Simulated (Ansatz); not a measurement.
A trial cell of YGe₂S₃, before relaxation:

Space group P6mm (No. 183). a = 5.881 Å, b = 5.881 Å, c = 4.131 Å, α = 90.00°, β = 90.00°, γ = 120.00°
| atom | site | symmetry | x | y | z |
| --- | --- | --- | --- | --- | --- |
| Y | 1a | 6mm | 0.0000 | 0.0000 | 0.8888 |
| Ge | 2b | 3m. | 0.6667 | 0.3333 | 0.9631 |
| S | 3c | 2mm | 0.5000 | 0.5000 | 0.4595 |

The calculation used DFT PBE, scalar-relativistic, plane waves, PAW in Ansatz 0.2.0. Cutoff 420 eV, Gaussian smearing, Γ-centred meshes. Cell and atoms relax first on a coarse mesh and then on a finer one. In between, the cell is made exact in the group found at 0.06 Å. In metals the finer mesh still leaves noise of several meV/atom or more. The steps can't lower the symmetry of their start. No spin polarisation.

A guess keeps its type if space group and coordination stay and the shape of the cell changes little (axis ratios within about 15 %, angles within 6°); the volume may change.

Problem. Will the relaxed cell still be of the starting type?

Solution. It doesn't keep its type. The symmetry stays P6mm (No. 183). The volume per atom grows by 19.3 %, from 20.6 to 24.6 Å³. The shortest distance goes from 2.66 Å (Ge–S) to 2.37 Å (Ge–S). The ratio c/a of the conventional cell changes by a factor of 0.93. Counting neighbours within 15 % of an atom's shortest distance, the start has Ge 6, S 8, Y 18 and the end Ge 3, S 2, Y 6. In detail, at the end around Y lie 6 S at 3.19 Å; Ge is surrounded by 3 S at 2.37 Å; S is surrounded by 2 Ge at 2.37 Å, 4 S at 3.19 Å and 2 Y at 3.19 Å.

```
Y Ge S
1.0
     6.38089    0.00000    0.00000
    -3.19045    5.52602    0.00000
     0.00000    0.00000    4.18697
Y Ge S
1 2 3
Direct
  0.00000 0.00000 0.54771
  0.66667 0.33333 0.94283
  0.33333 0.66667 0.94283
  0.50000 0.50000 0.58676
  0.50000 0.00000 0.58676
  0.00000 0.50000 0.58676
```

The last run used a 9×9×10 mesh (in the run's order of axes) for its 6-atom cell and Gaussian smearing of 0.10 eV. An odd number of electrons in the primitive cell allows no gap without spin; a larger cell or a magnetic state could open one. A structure relaxed within its symmetry needn't be a true minimum.
